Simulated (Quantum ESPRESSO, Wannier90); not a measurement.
ZnHgTe2 (R3m): Wannier90 run

```xyz
4
Lattice="-2.2750 3.9405 0.0000 -4.5501 0.0000 0.0000 -2.2750 1.3135 7.4136" Properties=species:S:1:pos:R:3 pbc="T T T"
Zn     2.2750    -1.3135     3.6973
Hg     0.0000     0.0000     0.0211
Te     0.0000     0.0000     2.8913
Te    -2.2750     1.3135    -1.0490
```

Materials Project entry mp-1215476; symmetrised, unrelaxed at this level. Not found in the COD (Crystallography Open Database) copy used; not checked further. Method: PBEsol plane waves in Quantum ESPRESSO 7.5 (PseudoDojo norm-conserving files, 68 Ry, no spin polarisation, no spin-orbit coupling), Bloch states on a 6×6×6 mesh through Γ, Wannier90 4.0.1. Density: 8×8×8 mesh, cold smearing 0.01 Ry. Spin-orbit coupling is left out although heavy elements are present.

Base run: 16 functions from bands 19-20,31-58 of the 58 computed, start hydrogen-like Zn: s;p; Hg: s;p; Te: s;p, centres 0.05 Å off the atoms, frozen window up to 1.50 eV relative to the Fermi level, outer window open. Bands 21–30 (Zn 3d 49 %, Hg 5d 47 %) lie between the kept ones and are excluded. One thing is changed at a time; window edges are relative to the Fermi level. The misfit compares interpolated bands with pw.x on a high-symmetry path, for states up to 1.0 eV relative to the Fermi level. Converged means that the tolerances were met: symmetric starts can stop on a saddle, which shows as a larger Ω_OD at equal Ω_I and can move the misfit too.

```csv
setting,functions,frozen to (eV),Ω_I (Å²),Ω_D (Å²),Ω_OD (Å²),rms misfit (meV),worst (meV),ended
base,16,1.50,32.44,0.03,4.02,2.9,13,converged
```

### Question
Starting from this base row, predict which settings stop with an error, and how Ω_I and the misfit move in the others: frozen window to -1.50 eV; frozen window to 1.00 eV; frozen window to 0.50 eV; no frozen window; outer window to 10.55 eV; outer window to 7.55 eV.

### Answer
```json
[
 {"setting": "frozen window to -1.50 eV", "functions": "16", "frozen to (eV)": "-1.50", "Ω_I (Å²)": "31.86", "Ω_D (Å²)": "0.02", "Ω_OD (Å²)": "3.87", "rms misfit (meV)": "45", "worst (meV)": "314", "ended": "converged"},
 {"setting": "frozen window to 1.00 eV", "functions": "16", "frozen to (eV)": "1.00", "Ω_I (Å²)": "32.20", "Ω_D (Å²)": "0.03", "Ω_OD (Å²)": "4.01", "rms misfit (meV)": "4.9", "worst (meV)": "96", "ended": "converged"},
 {"setting": "frozen window to 0.50 eV", "functions": "16", "frozen to (eV)": "0.50", "Ω_I (Å²)": "32.13", "Ω_D (Å²)": "0.03", "Ω_OD (Å²)": "4.02", "rms misfit (meV)": "20", "worst (meV)": "272", "ended": "converged"},
 {"setting": "no frozen window", "functions": "16", "frozen to (eV)": "none", "Ω_I (Å²)": "31.25", "Ω_D (Å²)": "0.02", "Ω_OD (Å²)": "3.88", "rms misfit (meV)": "114", "worst (meV)": "661", "ended": "converged"},
 {"setting": "outer window to 10.55 eV", "functions": "16", "frozen to (eV)": "1.50", "Ω_I (Å²)": "42.58", "Ω_D (Å²)": "0.17", "Ω_OD (Å²)": "4.97", "rms misfit (meV)": "3.4", "worst (meV)": "15", "ended": "converged"},
 {"setting": "outer window to 7.55 eV", "functions": "16", "frozen to (eV)": "1.50", "Ω_I (Å²)": "–", "Ω_D (Å²)": "–", "Ω_OD (Å²)": "–", "rms misfit (meV)": "–", "worst (meV)": "–", "ended": "stops: too few bands in the window"}
]
```
